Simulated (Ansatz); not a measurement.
NbPO5:
```
NbPO5
1.0
    6.44851     0.00000     0.00000
    0.00000     6.44851     0.00000
    0.00000     0.00000     4.07197
Nb P O
2 2 10
Cartesian
  3.22425   0.00000   0.90169
  0.00000   3.22425   3.17028
  0.00000   0.00000   2.03599
  3.22425   3.22425   2.03599
  0.00000   5.19052   2.91698
  4.48224   3.22425   2.91698
  0.00000   1.25799   2.91698
  1.96627   3.22425   2.91698
  3.22425   4.48224   1.15499
  1.25799   0.00000   1.15499
  3.22425   1.96627   1.15499
  5.19052   0.00000   1.15499
  0.00000   3.22425   0.86734
  3.22425   0.00000   3.20463
```

Relaxed with PBEsol. Independent-particle spectrum: no excitons, no local fields, no scissors shift; 0.1 eV broadening; ε₁ of the summed bands alone.

Q: Tabulate the dielectric function from PBEsol in the plane-wave PAW code Ansatz.

A: 

| E (eV) | ε₁ xx | ε₂ xx | ε₁ zz | ε₂ zz |
|---|---|---|---|---|
| 0.0 | 4.22 | 0.00 | 4.70 | 0.00 |
| 0.3 | 4.22 | 0.00 | 4.71 | 0.00 |
| 0.6 | 4.25 | 0.00 | 4.73 | 0.00 |
| 0.9 | 4.29 | 0.00 | 4.77 | 0.00 |
| 1.2 | 4.34 | 0.00 | 4.83 | 0.00 |
| 1.5 | 4.42 | 0.00 | 4.91 | 0.00 |
| 1.8 | 4.52 | 0.00 | 5.01 | 0.00 |
| 2.1 | 4.66 | 0.00 | 5.15 | 0.00 |
| 2.4 | 4.84 | 0.00 | 5.32 | 0.00 |
| 2.7 | 5.10 | 0.00 | 5.54 | 0.00 |
| 3.0 | 5.47 | 0.00 | 5.83 | 0.00 |
| 3.3 | 6.09 | 0.00 | 6.26 | 0.00 |
| 3.6 | 7.79 | 0.44 | 7.00 | 0.14 |
| 3.9 | 7.46 | 2.91 | 7.54 | 0.54 |
| 4.2 | 8.66 | 5.41 | 8.49 | 0.59 |
| 4.5 | 4.20 | 5.06 | 11.37 | 1.60 |
| 4.8 | 4.10 | 4.95 | 12.34 | 7.03 |
| 5.1 | 3.84 | 5.33 | 9.38 | 14.23 |
| 5.4 | 1.84 | 5.30 | -2.01 | 12.30 |
| 5.7 | 0.81 | 3.45 | -1.30 | 4.91 |
| 6.0 | 0.72 | 3.52 | 0.04 | 4.03 |
| 6.3 | 0.60 | 2.39 | 0.51 | 2.57 |
| 6.6 | 1.08 | 1.52 | 2.29 | 1.68 |
| 6.9 | 1.70 | 1.33 | 4.03 | 3.09 |
| 7.2 | 2.24 | 1.21 | 3.49 | 5.71 |
| 7.5 | 2.39 | 1.58 | 0.81 | 5.26 |
| 7.8 | 2.25 | 1.50 | 0.61 | 4.18 |
| 8.1 | 2.88 | 1.41 | 0.59 | 3.92 |
| 8.4 | 2.91 | 1.90 | -0.05 | 3.40 |
| 8.7 | 2.63 | 1.90 | 0.13 | 2.50 |
| 9.0 | 3.03 | 2.01 | 0.50 | 2.10 |
| 9.3 | 3.10 | 2.42 | 0.94 | 1.89 |
| 9.6 | 2.98 | 2.33 | 1.23 | 1.78 |
| 9.9 | 3.22 | 3.02 | 1.67 | 1.77 |
| 10.2 | 2.31 | 3.50 | 2.59 | 1.95 |
| 10.5 | 2.30 | 3.55 | 2.19 | 4.07 |
| 10.8 | 1.62 | 3.52 | 1.01 | 4.06 |
| 11.1 | 1.04 | 3.43 | -0.36 | 3.64 |
| 11.4 | 1.20 | 2.87 | -0.44 | 2.43 |
| 11.7 | 1.10 | 3.06 | -0.04 | 2.07 |
| 12.0 | 1.11 | 3.06 | 0.28 | 1.86 |

Q: From ε at 4.5 eV (xx: 4.20 + 5.06i), find n, k, the normal reflectivity and the absorption coefficient.

A: n = 2.32, k = 1.090, R = 24 %, α = 2kE/ħc = 500000 cm⁻¹.

With all bands, ε∞ without local fields is 4.43 (xx = yy), 4.90 (zz). DFPT, with local fields, gives 4.22 (xx = yy), 4.07 (zz).

Space group P4/nmm. The first step of the workflow began from a Materials Project structure, measured or hypothetical; the Crystallography Open Database files this formula in space group No. 129, but the cells were not matched. Its standing as an ambient phase is unchecked. The cell was relaxed with PBEsol under the symmetry of its start; whether a distortion lowers the energy is not shown. The run is not spin-polarised. Scalar-relativistic: spin–orbit coupling is off unless named, which matters more the heavier the elements.

Potentials: the later of the program's two PAW sets.
